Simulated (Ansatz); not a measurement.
Nb2AlB2 in space group P-6m2 (No. 187; Nb on 2h, Al on 1a, B on 1b, B on 1f) at seven volumes, DFT-PBE in the program Ansatz with PAW potentials, shape and atoms relaxed at each. One row is withheld.

```csv
V (Å³/atom),P (GPa)
11.632,21.09
12.016,12.93
12.399,5.97
12.783,0.00
13.166,?
13.550,-9.34
13.933,-12.86
```

Task: Fit the shown pressures and predict the withheld one.

Result: Third-order Birch–Murnaghan: P = (3/2)B₀(x^(7/2) − x^(5/2))[1 + (3/4)(B′ − 4)(x − 1)] with x = (V₀/V)^(2/3). Least squares on the six rows gives V₀ = 12.785 Å³/atom, B₀ = 181.3 GPa, B′ = 4.41. At V = 13.166, x = 0.9806 and P = -4.99 GPa. The run itself gave -5.08 GPa.

The start of the workflow was typed in or built on a structure type; neither database checked (COD, Materials Project) lists it. Its standing as an ambient phase is unchecked. The cell was relaxed with PBE under the symmetry of its start; its stability against distortions is not shown here. The run is not spin-polarised.

Potentials: the earlier of the program's two PAW sets.
